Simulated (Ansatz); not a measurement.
SnO$_{2}$ (rutile), relaxed and computed with several functionals in Ansatz (plane waves, PAW). Much of their spread follows the volume that each gives.

```csv
functional,V (Å³/atom),B₀ by P(V) fit (GPa)
HSE06,12.01,?
r²SCAN,12.08,200
LDA,11.84,201
PBE,12.58,165
```

**Question.** Fit a straight line to ln B₀ against ln V and predict the withheld value.

**Answer.** Least squares on the 3 shown rows: ln B₀ = -3.47 × ln V + (13.905), with a scatter of 2.8 %. For HSE06 this gives 196. The run itself gave 203, a miss of 3.4 % of that.

All cells were relaxed under the symmetry of their starts (and spin orders); stability against distortions was not tested throughout. Spin–orbit coupling is left out wherever it is not named.

Potentials: the earlier of the program's two PAW sets. The files were generated under PBE; for other functionals the program regenerates the frozen cores, and for LDA and PBEsol the local potential too.

Ansatz (a program for electronic structure) is a plane-wave DFT program.
